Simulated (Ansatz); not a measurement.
## Fields on a plane of CaClF (space group P4/nmm)

```
CaClF
1.0
    3.78050     0.00000     0.00000
    0.00000     3.78050     0.00000
    0.00000     0.00000     6.63536
Ca Cl F
2 2 2
Direct
  0.00000   0.50000   0.80365
  0.50000   0.00000   0.19635
  0.50000   0.00000   0.64269
  0.00000   0.50000   0.35731
  0.50000   0.50000   0.00000
  0.00000   0.00000   0.00000
```

The slice is a (001) plane (indices of the conventional cell) through the point (0.500, 0.500, 0.000) (fractional), spanned by u = [100] and v = [010] in vectors of this cell: u (3.78 Å) and v (3.78 Å, at 90° to u). It covers one period; positions are fractions (u, v).

Atoms on it: F at (0.00, 0.00); F at (0.50, 0.50).

Calculation: LDA (plane waves to 420 eV, PAW, scalar-relativistic; Ansatz, a first-principles code). k mesh 9×9×5. Near the nuclei the fields are pseudised (PAW); where an atom keeps semicore shells as valence, they peak there. CaClF was relaxed with its symmetry unable to fall.

```
v \ u  0.00  0.10  0.20  0.30  0.40  0.50  0.60  0.70  0.80  0.90
-----  ----  ----  ----  ----  ----  ----  ----  ----  ----  ----
0.90      x     x     x   6.2   4.7   4.1   4.7   6.2     x     x
0.75      x   6.1   7.2   7.2   6.3     x   6.3   7.2   7.2   6.1
0.60    4.0   4.7   6.2     x     x     x     x     x   6.2   4.7
0.45    3.3   4.2   6.1     x     x     x     x     x   6.1   4.2
0.30    5.8   6.2   7.0   7.1     x     x     x   7.1   7.0   6.2
0.15      x     x     x   6.6   5.5   4.8   5.5   6.6     x     x
0.00      x     x     x   5.8   4.0   3.2   4.0   5.8     x     x
```

Values: electrostatic potential energy of an electron, from the cell's mean, in eV. Points within 1 Å of a nucleus are blanked (x), as the pseudised field means little there. The zero, the cell's mean, hangs on the PAW cores.

```
|xxxxxx999955110000000000000011559999xxxx|
|xxxx9999884411000000000000001144889999xx|
|9999998866220000000000000000002266889999|
|9999886622000000111111111100000022668899|
|6655442200000022445566554422000000224455|
|1111110000002266889999998866220000001111|
|0000000000226688999999999988662200000000|
|000000001144889999xxxxxx9999884411000000|
|0000000011559999xxxxxxxxxx99995511000000|
|0000000011669999xxxxxxxxxx99996611000000|
|0000000011559999xxxxxxxxxx99995511000000|
|000000001144889999xxxxxx9999884411000000|
|0000000000226688999999999988662200000000|
|1111110000002266889999998866220000001111|
|6655442200000022445566554422000000224455|
|9999886622000000111111111100000022668899|
|9999998866220000000000000000002266889999|
|xxxx9999884411000000000000001144889999xx|
|xxxxxx999955110000000000000011559999xxxx|
|xxxxxx999966110000000000000011669999xxxx|
```
Scale: ten equal steps from 0.02 (start of '0') to 0.82 (end of '9'), in the order '0123456789'. Values: electron localisation function (ELF). The map has 20 points along u (two characters each, u = 0 at the left) and 20 along v (v = 0 in the bottom row). Points within 0.5 Å of a nucleus are blanked (x), as the pseudised field means little there.
